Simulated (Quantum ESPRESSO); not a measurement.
# Al3SiNO5: finding a planted mistake in a log

Simulated, not a measurement. The program is pw.x of Quantum ESPRESSO 7.5 (plane-wave density functional theory). The cell is made up: 10 atoms on a corundum lattice, with randomly drawn elements, strain and displacements, not relaxed. PseudoDojo standard norm-conserving files (v0.5 for PBE, v0.4.1 for LDA and PBEsol) set the functional; there is no spin polarisation, spin-orbit coupling or dispersion term, and the masses in the input are unused placeholders.

Intended input:

```
&control calculation='scf', pseudo_dir='./dojo.nc.sr.pbe.v0_5.standard.upf', outdir='./o', disk_io='low', tprnfor=.true., tstress=.true. /
&system ibrav=0, nat=10, ntyp=4, nbnd=30, ecutwfc=84.00895049, nosym=.true., tot_charge=0,
 occupations='smearing', smearing='fd', degauss=0.0018374661
/
&electrons conv_thr=7.350e-09, electron_maxstep=60, /
ATOMIC_SPECIES
Al 1.0 Al.upf
N 1.0 N.upf
O 1.0 O.upf
Si 1.0 Si.upf
CELL_PARAMETERS angstrom
2.4529 1.4162 4.4605
-2.4529 1.4162 4.4605
0.0 -2.8324 4.4605
ATOMIC_POSITIONS angstrom
Al -0.002 -0.024 4.7565
Si 0.0947 -0.0307 2.0402
Al -0.0324 -0.0149 8.679
Al -0.029 0.0133 11.3966
N -0.9998 1.4615 7.8366
O -0.7433 -1.7133 7.8876
O 1.7939 0.0331 7.8055
O 1.0515 -1.5077 5.4588
O 0.7485 1.5446 5.4848
O -1.6859 0.0457 5.5579
K_POINTS automatic
5 5 5 1 1 1
```

The log is shortened where brackets say so; the opening notice, blank lines, dates and the lines on written files are dropped, and the path of the files is cut. It prints rydbergs, bohrs and kilobars, and counts compression as positive stress. Where no state is partly filled, the Fermi energy that it prints is only some level between the filled and the empty states on the mesh, and need not lie in the true gap.

Log of the intended run:

```
     Program PWSCF v.7.5
     Parallel version (MPI & OpenMP), running on       4 processor cores
     Number of MPI processes:                 4
     Threads/MPI process:                     1
     [start-up lines left out]
     bravais-lattice index     =            0
     lattice parameter (alat)  =       9.9849  a.u.
     unit-cell volume          =     627.3875 (a.u.)^3
     number of atoms/cell      =           10
     number of atomic types    =            4
     number of electrons       =        48.00
     number of Kohn-Sham states=           30
     kinetic-energy cutoff     =      84.0090  Ry
     charge density cutoff     =     336.0358  Ry
     scf convergence threshold =      7.3E-09
     mixing beta               =       0.7000
     number of iterations used =            8  plain     mixing
     Exchange-correlation= PBE
                           (   1   4   3   4   0   0   0)
     [axes and pseudopotential details left out]
   Cartesian axes
     site n.     atom                  positions (alat units)
         1        Al     tau(   1) = (  -0.0003785  -0.0045422   0.9002067  )
         2        Si     tau(   2) = (   0.0179228  -0.0058102   0.3861246  )
         3        Al     tau(   3) = (  -0.0061320  -0.0028199   1.6425720  )
         4        Al     tau(   4) = (  -0.0054885   0.0025171   2.1569001  )
         5        N      tau(   5) = (  -0.1892204   0.2766009   1.4831409  )
         6        O      tau(   6) = (  -0.1406756  -0.3242561   1.4927931  )
         7        O      tau(   7) = (   0.3395103   0.0062644   1.4772550  )
         8        O      tau(   8) = (   0.1990050  -0.2853446   1.0331227  )
         9        O      tau(   9) = (   0.1416598   0.2923282   1.0380434  )
        10        O      tau(  10) = (  -0.3190704   0.0086491   1.0518782  )
     number of k points=    63  Fermi-Dirac smearing, width (Ry)=  0.0018
                       cart. coord. in units 2pi/alat
        k(    1) = (   0.0000000   0.0000000   0.1184573), wk =   0.0320000
        k(    2) = (   0.0000000  -0.2487307   0.1974288), wk =   0.0320000
     [further k points left out]
     Dense  grid:    65191 G-vectors     FFT dimensions: (  60,  60,  60)
     Estimated max dynamical RAM per process >     150.50 MB
     Estimated total dynamical RAM >     554.24 MB
     Initial potential from superposition of free atoms
     starting charge      47.9920, renormalised to      48.0000
     Starting wfcs are   40 randomized atomic wfcs
     total cpu time spent up to now is        3.0 secs
     per-process dynamical memory:   120.5 Mb
     Self-consistent Calculation
     iteration #  1     ecut=    84.01 Ry     beta= 0.70
     Davidson diagonalization with overlap
     ethr =  1.00E-02,  avg # of iterations =  3.1
     total cpu time spent up to now is        8.1 secs
     total energy              =    -208.38362418 Ry
     estimated scf accuracy    <       2.31467551 Ry
     iteration #  2     ecut=    84.01 Ry     beta= 0.70
     Davidson diagonalization with overlap
     ethr =  4.82E-03,  avg # of iterations =  2.0
     total cpu time spent up to now is       13.0 secs
     total energy              =    -209.04653190 Ry
     estimated scf accuracy    <       1.82932319 Ry
     [iterations 3 to 10 left out]
     iteration # 11     ecut=    84.01 Ry     beta= 0.70
     Davidson diagonalization with overlap
     ethr =  8.26E-10,  avg # of iterations =  2.0
     total cpu time spent up to now is       56.1 secs
     total energy              =    -209.37761328 Ry
     estimated scf accuracy    <       0.00000002 Ry
     iteration # 12     ecut=    84.01 Ry     beta= 0.70
     Davidson diagonalization with overlap
     ethr =  3.64E-11,  avg # of iterations =  2.0
     total cpu time spent up to now is       60.4 secs
     End of self-consistent calculation
     [lines on levels left out]
     the Fermi energy is    10.2548 ev
!    total energy              =    -209.37761328 Ry
     estimated scf accuracy    <          3.4E-09 Ry
     smearing contrib. (-TS)   =       0.00000000 Ry
     internal energy E=F+TS    =    -209.37761328 Ry
     The total energy is F=E-TS. E is the sum of the following terms:
     one-electron contribution =     -35.27825247 Ry
     hartree contribution      =      51.58830476 Ry
     xc contribution           =     -58.39482561 Ry
     ewald contribution        =    -167.29283995 Ry
     convergence has been achieved in  12 iterations
     Forces acting on atoms (cartesian axes, Ry/au):
     atom    1 type  1   force =     0.05586255    0.00700481   -0.06026336
     atom    2 type  4   force =     0.04078677    0.00869312    0.07797653
     atom    3 type  1   force =     0.01024006    0.00558842   -0.08295033
     atom    4 type  1   force =     0.02055476   -0.07573017    0.04599764
     atom    5 type  2   force =     0.00172382   -0.04084727   -0.06466155
     atom    6 type  3   force =    -0.03134621    0.06136274   -0.11113543
     atom    7 type  3   force =    -0.05495850    0.05273220   -0.02013025
     atom    8 type  3   force =    -0.09729835    0.01031832    0.08909134
     atom    9 type  3   force =     0.07990316    0.03237228    0.09359751
     atom   10 type  3   force =    -0.02546806   -0.06149446    0.03247789
     Total force =     0.313461     Total SCF correction =     0.000019
     Computing stress (Cartesian axis) and pressure
          total   stress  (Ry/bohr**3)                   (kbar)     P=     -112.57
  -0.00083254   0.00009580  -0.00017900         -122.47       14.09      -26.33
   0.00009580  -0.00055359   0.00013794           14.09      -81.44       20.29
  -0.00017900   0.00013794  -0.00090956          -26.33       20.29     -133.80
     init_run     :      2.82s CPU      2.91s WALL (       1 calls)
     electrons    :     56.86s CPU     57.41s WALL (       1 calls)
     forces       :      0.79s CPU      0.81s WALL (       1 calls)
     stress       :      2.68s CPU      2.70s WALL (       1 calls)
     [timing details left out]
     PWSCF        :   1m 3.24s CPU   1m 3.95s WALL
     JOB DONE.
```

A second run was made from an input with one planted mistake. Its log:

```
     Program PWSCF v.7.5
     Parallel version (MPI & OpenMP), running on       4 processor cores
     Number of MPI processes:                 4
     Threads/MPI process:                     1
     [start-up lines left out]
     bravais-lattice index     =            0
     lattice parameter (alat)  =       9.9849  a.u.
     unit-cell volume          =     627.3875 (a.u.)^3
     number of atoms/cell      =           10
     number of atomic types    =            4
     number of electrons       =        47.00
     number of Kohn-Sham states=           30
     kinetic-energy cutoff     =      84.0090  Ry
     charge density cutoff     =     336.0358  Ry
     scf convergence threshold =      7.3E-09
     mixing beta               =       0.7000
     number of iterations used =            8  plain     mixing
     Exchange-correlation= PBE
                           (   1   4   3   4   0   0   0)
     [axes and pseudopotential details left out]
   Cartesian axes
     site n.     atom                  positions (alat units)
         1        Al     tau(   1) = (  -0.0003785  -0.0045422   0.9002067  )
         2        Si     tau(   2) = (   0.0179228  -0.0058102   0.3861246  )
         3        Al     tau(   3) = (  -0.0061320  -0.0028199   1.6425720  )
         4        Al     tau(   4) = (  -0.0054885   0.0025171   2.1569001  )
         5        N      tau(   5) = (  -0.1892204   0.2766009   1.4831409  )
         6        O      tau(   6) = (  -0.1406756  -0.3242561   1.4927931  )
         7        O      tau(   7) = (   0.3395103   0.0062644   1.4772550  )
         8        O      tau(   8) = (   0.1990050  -0.2853446   1.0331227  )
         9        O      tau(   9) = (   0.1416598   0.2923282   1.0380434  )
        10        O      tau(  10) = (  -0.3190704   0.0086491   1.0518782  )
     number of k points=    63  Fermi-Dirac smearing, width (Ry)=  0.0018
                       cart. coord. in units 2pi/alat
        k(    1) = (   0.0000000   0.0000000   0.1184573), wk =   0.0320000
        k(    2) = (   0.0000000  -0.2487307   0.1974288), wk =   0.0320000
     [further k points left out]
     Dense  grid:    65191 G-vectors     FFT dimensions: (  60,  60,  60)
     Estimated max dynamical RAM per process >     150.50 MB
     Estimated total dynamical RAM >     554.24 MB
     Initial potential from superposition of free atoms
     starting charge      47.9920, renormalised to      47.0000
     Starting wfcs are   40 randomized atomic wfcs
     total cpu time spent up to now is        3.1 secs
     per-process dynamical memory:   119.9 Mb
     Self-consistent Calculation
     iteration #  1     ecut=    84.01 Ry     beta= 0.70
     Davidson diagonalization with overlap
     ethr =  1.00E-02,  avg # of iterations =  3.0
     total cpu time spent up to now is        8.3 secs
     total energy              =    -208.78989616 Ry
     estimated scf accuracy    <       2.78393488 Ry
     iteration #  2     ecut=    84.01 Ry     beta= 0.70
     Davidson diagonalization with overlap
     ethr =  5.92E-03,  avg # of iterations =  2.0
     total cpu time spent up to now is       13.8 secs
     total energy              =    -209.48142123 Ry
     estimated scf accuracy    <       2.39452762 Ry
     [iterations 3 to 12 left out]
     iteration # 13     ecut=    84.01 Ry     beta= 0.70
     Davidson diagonalization with overlap
     ethr =  7.88E-11,  avg # of iterations =  2.6
     total cpu time spent up to now is       64.8 secs
     total energy              =    -209.96787826 Ry
     estimated scf accuracy    <       0.00000002 Ry
     iteration # 14     ecut=    84.01 Ry     beta= 0.70
     Davidson diagonalization with overlap
     ethr =  3.54E-11,  avg # of iterations =  2.0
     total cpu time spent up to now is       68.9 secs
     End of self-consistent calculation
     [lines on levels left out]
     the Fermi energy is     7.4706 ev
!    total energy              =    -209.96787826 Ry
     estimated scf accuracy    <          1.8E-09 Ry
     smearing contrib. (-TS)   =      -0.00113748 Ry
     internal energy E=F+TS    =    -209.96674078 Ry
     The total energy is F=E-TS. E is the sum of the following terms:
     one-electron contribution =     -36.30727445 Ry
     hartree contribution      =      51.03524739 Ry
     xc contribution           =     -57.40187377 Ry
     ewald contribution        =    -167.29283995 Ry
     convergence has been achieved in  14 iterations
     Forces acting on atoms (cartesian axes, Ry/au):
     atom    1 type  1   force =     0.01228445   -0.01255243   -0.00145115
     atom    2 type  4   force =    -0.00728187    0.01634799    0.00736199
     atom    3 type  1   force =     0.02853107   -0.02091295   -0.03453917
     atom    4 type  1   force =     0.03599622   -0.03733848    0.00134060
     atom    5 type  2   force =     0.01194596   -0.01843336   -0.07284957
     atom    6 type  3   force =    -0.00210869    0.04355095   -0.10352250
     atom    7 type  3   force =    -0.04496751    0.05992236   -0.01846838
     atom    8 type  3   force =    -0.09086988    0.00624879    0.09284506
     atom    9 type  3   force =     0.08133236    0.00290717    0.07524521
     atom   10 type  3   force =    -0.02486212   -0.03974004    0.05403790
     Total force =     0.253972     Total SCF correction =     0.000044
     Computing stress (Cartesian axis) and pressure
          total   stress  (Ry/bohr**3)                   (kbar)     P=     -334.83
  -0.00229918   0.00012591  -0.00010559         -338.22       18.52      -15.53
   0.00012591  -0.00220355  -0.00013548           18.52     -324.15      -19.93
  -0.00010559  -0.00013548  -0.00232567          -15.53      -19.93     -342.12
     init_run     :      2.77s CPU      2.89s WALL (       1 calls)
     electrons    :     65.00s CPU     65.89s WALL (       1 calls)
     forces       :      0.91s CPU      0.94s WALL (       1 calls)
     stress       :      2.78s CPU      2.90s WALL (       1 calls)
     [timing details left out]
     PWSCF        :   1m11.65s CPU   1m12.84s WALL
     JOB DONE.
```

Question: what was wrong in the second input?

Answer: the cell has the wrong charge. The input lines that differ, file-writing options aside:

```
- &system ibrav=0, nat=10, ntyp=4, nbnd=30, ecutwfc=84.00895049, nosym=.true., tot_charge=0,
+ &system ibrav=0, nat=10, ntyp=4, nbnd=30, ecutwfc=84.00895049, nosym=.true., tot_charge=1,
```

|  | intended run | run with the mistake |
| --- | --- | --- |
| free energy (eV) | -2848.728 | -2856.759 |
| smearing term -TS (eV) | 0.0000 | -0.0155 |
| pressure (GPa) | -11.26 | -33.48 |
| largest force component (eV/Å) | 2.857 | 2.662 |
| largest change of a force component (eV/Å) |  | 1.816 |
| iterations | 12 | 14 |

For scale, a rerun of the intended cell at a cutoff of 1437 eV and k mesh 7 x 7 x 7 moved values by no more than 0.003 eV in energy, 0.03 GPa in stress and 0.002 eV/Å in force. The charged cell sits in a uniform background, so its energy and stress rest on the program's zero of potential.